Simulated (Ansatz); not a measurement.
**What DFT gives for SrCl$_{2}$**

```
CELL_PARAMETERS angstrom
0.00000 3.54236 3.54236
3.54236 0.00000 3.54236
3.54236 3.54236 0.00000
ATOMIC_POSITIONS crystal
Sr 0.00000 0.00000 0.00000
Cl 0.25000 0.25000 0.25000
Cl 0.75000 0.75000 0.75000
```

Method: r2SCAN, no spin polarisation; PAW, plane waves to 500 eV, 6×6×6 Γ-centred mesh, cold occupations (width 0.0443 eV) (Ansatz 0.2.0), atoms fixed.

**Question.** Describe some of the short contacts.

**Answer.** Sr–Cl at 3.07 Å: least valence density 0.12 e/Å³ and ELF 0.06 there, a closed-shell (ionic or weak) contact. Cl–Cl at 3.54 Å: least valence density 0.06 e/Å³ and ELF 0.04 there, a closed-shell (ionic or weak) contact. These are pseudo-fields; inside the PAW spheres they differ from the all-electron ones.

**Question.** What is the band gap?

**Answer.** The gap is 5.79 eV, indirect (the least direct gap found is 6.01 eV).

**Question.** Is it stable against the elements?

**Answer.** -2.85 eV an atom against the elements' usual phases (free molecules for gases, crystals otherwise, with no correction for O₂ or N₂), so it is bound against them; other compounds may still compete. Relaxing would lower it.

**Question.** Is the cell too large or too small?

**Answer.** The pressure is -1.3 GPa (compression positive), so with the atoms held at these fractions the cell would first shrink.

**Question.** Which element gives electrons and which takes them?

**Answer.** Bader charges in e: Sr +1.67, Cl -0.84. In the mean Sr gives up most and Cl takes most.

Origin: a database entry at a rescaled volume.
